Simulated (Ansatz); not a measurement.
Below is a relaxed structure of AlO₂. The cell was found from a structure generator's guess, not taken from experiment.

Theory: DFT PBE, scalar-relativistic, plane waves, PAW (Ansatz 0.2.0). Cutoff 420 eV, Γ-centred mesh, Gaussian smearing, no spin polarisation.

```
CELL_PARAMETERS angstrom
3.13712 0.00000 0.00000
0.00000 3.13712 0.00000
0.00000 0.00000 4.76534
ATOMIC_POSITIONS crystal
Al 0.50000 0.50000 0.50000
O 0.50000 0.50000 0.85628
O 0.50000 0.50000 0.14372
```

Formation energies are uncorrected and refer to the elements' standard structures at the same level (O₂ as a molecule).

Task: What space group does it have?

Result: P4/mmm (No. 123). Conventional cell: a = 3.137 Å, c = 4.765 Å. Around Al lie 2 O at 1.70 Å; around O lie 1 O at 1.37 Å and 1 Al at 1.70 Å.

Task: How far does it lie from the elements in energy?

Result: −0.14 eV/atom.

Task: Is it a metal?

Result: Yes, bands cross the Fermi level on the 14×14×10 mesh.

The last run used a 14×14×10 mesh (in the run's order of axes) for its 3-atom cell and Gaussian smearing of 0.10 eV. No dispersion correction is applied, so the spacing and binding between layers, chains or molecules are poorly described. An odd number of electrons in the primitive cell allows no gap without spin; a larger cell or a magnetic state could open one. Symmetry constrained the relaxation, so the result can be a saddle point. Another cell of AlO2 relaxed alike but with spin, in Pnma (a cell as deposited in COD), lies 1.99 eV/atom lower, so this cell isn't the stable form at this level.
